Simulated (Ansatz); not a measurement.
Data:

Tc:
Space group P6₃/mmc (No. 194); a = 2.7366 Å, b = 2.7366 Å, c = 4.3807 Å, α = 90.00°, β = 90.00°, γ = 120.00°

| atom | site | symmetry | x | y | z |
|---|---|---|---|---|---|
| Tc | 2d | -6m2 | 0.6667 | 0.3333 | 0.2500 |

This is the r²SCAN-relaxed structure.

Q: All from plane-wave PAW r²SCAN (Ansatz code), unless another level is named. Predict the density of states at the Fermi level.

A: 0.87 states/eV per atom (mean over ±0.08 eV).

Q: Give the gap with spin–orbit coupling.

A: none (metallic).

Space group P6_3/mmc (hcp (Mg type)). The r²SCAN relaxation kept the symmetry of its start. At this level the phase is dynamically unstable (imaginary phonons). No spin polarisation was allowed. Axis ratios of metals converge slowly with the k-mesh, so a and c are less sure than the volume. Spin–orbit coupling is left out wherever it is not named.

Potentials: the later of the program's two PAW sets.
